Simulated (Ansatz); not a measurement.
TiHg (L1₀ or tetragonal B2, P4/mmm) at seven volumes, plane-wave PAW LDA (Ansatz code), shape and atoms relaxed at each. One row is withheld.

```tsv
V (Å³/atom)	P (GPa)
15.713	16.14
16.231	?
16.749	4.47
17.267	-0.01
17.785	-3.76
18.304	-6.92
18.822	-9.55
```

Q: Fit the shown pressures and predict the withheld one.

A: P = (3/2)B₀(x^(7/2) − x^(5/2))[1 + (3/4)(B′ − 4)(x − 1)] with x = (V₀/V)^(2/3). Least squares on the six rows gives V₀ = 17.266 Å³/atom, B₀ = 136 GPa, B′ = 4.83. At V = 16.231, x = 1.0421 and P = 9.76 GPa. The run itself gave 9.79 GPa.

The workflow started from an entry of the Crystallography Open Database (COD). Whether it is the stable phase at ambient conditions was not checked. The LDA relaxation kept the symmetry of its start; of distortions, only those at the zone centre were tested. No spin polarisation was allowed. Scalar-relativistic: spin–orbit coupling is off unless named, which matters more the heavier the elements.

Potentials: the later of the program's two PAW sets.
